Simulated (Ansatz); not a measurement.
**Moving the functional in CsLiCr2Te2S3**

```cif
data_structure
_symmetry_space_group_name_H-M 'P 1'
_symmetry_Int_Tables_number 1
_cell_length_a 7.5873
_cell_length_b 7.5873
_cell_length_c 7.7091
_cell_angle_alpha 108.270
_cell_angle_beta 108.270
_cell_angle_gamma 32.204
_cell_volume 223.57
loop_
_atom_site_label
_atom_site_type_symbol
_atom_site_fract_x
_atom_site_fract_y
_atom_site_fract_z
_atom_site_occupancy
Cs1 Cs 0.50000 0.50000 0.00000 1
Li1 Li 0.00000 0.00000 0.50000 1
Cr1 Cr 0.32870 0.32870 0.43300 1
Cr2 Cr 0.67130 0.67130 0.56700 1
Te1 Te 0.80672 0.80672 0.17427 1
Te2 Te 0.19328 0.19328 0.82573 1
S1 S 0.16358 0.16358 0.39713 1
S2 S 0.83642 0.83642 0.60287 1
S3 S 0.50000 0.50000 0.50000 1
```

The cell comes from a database or a generator and needn't be the stable form of this composition.

Kept alike: task band structure; k mesh 7 × 7 × 4; occupations fermi-dirac, width 0.05 eV; collinear spin, ferromagnetic start. Program: Ansatz, Ansatz PAW. Cutoffs run from 420 to 500 eV. The mesh is that of the run's cell of 9 atoms. No spin-orbit coupling.

```csv
functional,pressure (GPa),largest site moment (μB)
BLYP,3.16,2.55
LDA,-4.70,2.50
PBE,-0.01,2.59
PBEsol,-2.66,2.58
RPBE,2.06,2.63
r2SCAN,0.28,2.83
revPBE,1.55,2.62
```

Pressure is positive in compression, with a Pulay correction for the finite cutoff. For a metal such a mesh leaves the last digits unconverged. The runs hold the magnetic state that their start led to, which needn't be the lowest. Site moments count inside each atom's sphere or projector. All rows use potentials made for PBE.

Question: What does the functional change here?

Answer: The pressure runs from -4.70 (LDA) to 3.16 GPa (BLYP). From PBE: BLYP +3.17; LDA -4.69; PBEsol -2.65; RPBE +2.07; r2SCAN +0.29; revPBE +1.56. The largest site moment runs from 2.50 (LDA) to 2.83 μB (r2SCAN). From PBE: BLYP -0.04; LDA -0.09; PBEsol -0.01; RPBE +0.04; r2SCAN +0.24; revPBE +0.03.
